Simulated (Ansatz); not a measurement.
TlBr (CsCl type, Pm-3m) at seven volumes, plane-wave PAW PBE (Ansatz code), scaled uniformly. One row is withheld.

| V (Å³/atom) | P (GPa) |
|---|---|
| 30.291 | 2.36 |
| 31.289 | 1.42 |
| 32.288 | 0.64 |
| 33.287 | 0.00 |
| 34.285 | -0.54 |
| 35.284 | ? |
| 36.282 | -1.36 |

Fit the shown pressures and predict the withheld one.

P = (3/2)B₀(x^(7/2) − x^(5/2))[1 + (3/4)(B′ − 4)(x − 1)] with x = (V₀/V)^(2/3). Least squares on the six rows gives V₀ = 33.281 Å³/atom, B₀ = 19.7 GPa, B′ = 5.15. At V = 35.284, x = 0.9618 and P = -0.99 GPa. The run itself gave -0.99 GPa.

The cell was relaxed with PBE under the symmetry of its start. Scalar-relativistic: spin–orbit coupling is off unless named, which matters more the heavier the elements.

Potentials: the later of the program's two PAW sets.
